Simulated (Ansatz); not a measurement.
# CdAu: structures and their energies

15 relaxations of CdAu ended in 10 distinct structures. Method: PBEsol (plane waves to 420 eV, PAW, scalar-relativistic; Ansatz, a program for electronic structure).

| # | space group | Pearson | type | E − E(lowest) (eV/atom) | V (Å³/atom) | coordination | runs ending here |
|---|---|---|---|---|---|---|---|
| 1 | Pmma | oP4 | AFLOW prototype AB_oP4_51_e_f (B19, as in CdAu) | 0.00 | 18.19 | – | 3 |
| 2 | Pmmn | oP4 | – | 0.06 | 18.43 | – | 1 |
| 3 | P-6m2 | hP2 | – | 0.07 | 18.28 | – | 4 |
| 4 | Pnma | oP8 | – | 0.08 | 19.20 | – | 1 |
| 5 | R3m | hR6 | – | 0.17 | 21.55 | – | 1 |
| 6 | Pm | mP8 | – | 0.19 | 23.87 | – | 1 |
| 7 | I4mm | tI4 | – | 0.21 | 19.86 | – | 1 |
| 8 | P6₃/mmc | hP8 | – | 0.31 | 24.97 | – | 1 |
| 9 | F-43m | cF8 | zinc blende type | 0.59 | 29.29 | Au 4 (tetrahedral), Cd 4 (tetrahedral) | 1 |
| 10 | Cmmm | oS8 | – | 0.67 | 33.51 | – | 1 |

Coordination numbers (neighbours up to the widest gap in distance over summed covalent radii, below 1.35; n+m marks a second, longer set). All are gapless at this level. Pmma, oP4, AFLOW prototype AB_oP4_51_e_f (B19, as in CdAu) is the lowest among the structures calculated here.

Space group Pmma (No. 51); a = 4.7706 Å, b = 3.0773 Å, c = 4.9565 Å, α = 90.00°, β = 90.00°, γ = 90.00°

```csv
atom,site,symmetry,x,y,z
Cd,2e,mm2,0.2500,0.0000,0.1947
Au,2f,mm2,0.2500,0.5000,0.6899
```

Probably no minimum, since a slightly shaken restart fell lower: Cmmm, oS8 (by 0.48 eV/atom, to Pm). Each run could gain symmetry but not lose that of its start, so entries can be saddle points. From databases, or of a type measured for this composition: Pmma, oP4, AFLOW prototype AB_oP4_51_e_f (B19, as in CdAu); P-6m2, hP2; the others are generated cells (placed on structure types, drawn at random, substituted or restacked) that were not matched to a known phase here. The real structure of this composition may not be among these. Static energies at zero pressure. No spin polarisation in the result.
